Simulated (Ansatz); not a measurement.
InRh:
```
InRh
1.0
    3.20411     0.00000     0.00000
    0.00000     3.20411     0.00000
    0.00000     0.00000     3.20411
In Rh
1 1
Direct
  0.50000   0.50000   0.50000
  0.00000   0.00000   0.00000
```

Relaxed with r²SCAN. Special points in fractions of this cell's reciprocal vectors: Γ (0.000, 0.000, 0.000); X (0.000, 0.500, 0.000); M (0.500, 0.500, 0.000); R (0.500, 0.500, 0.500).

List the band energies nearest the Fermi level at these points for DFT-r²SCAN with spin–orbit coupling in the program Ansatz with PAW potentials.

In eV from the Fermi level; about four levels below and three above (degenerate sets whole), none deeper than 8.9 eV; points with the same levels are listed once.

```
k                                below                          above
-  -----------------------------------  -----------------------------
Γ  -1.50 -1.50 -1.50 -1.50 -1.25 -1.25  4.31 4.31 5.09 5.09 5.09 5.09
X              -1.52 -1.52 -0.01 -0.01        10.35 10.35 10.90 10.90
M              -1.96 -1.96 -0.62 -0.62            3.03 3.03 3.74 3.74
R              -0.56 -0.56 -0.56 -0.56            0.58 0.58 4.09 4.09
```

Space group Pm-3m (CsCl type). The workflow started from an entry of the Crystallography Open Database (COD). Whether it is the stable phase at ambient conditions was not checked. The r²SCAN relaxation kept the symmetry of its start; its stability against distortions is not shown here. The run is not spin-polarised.

Potentials: the later of the program's two PAW sets.
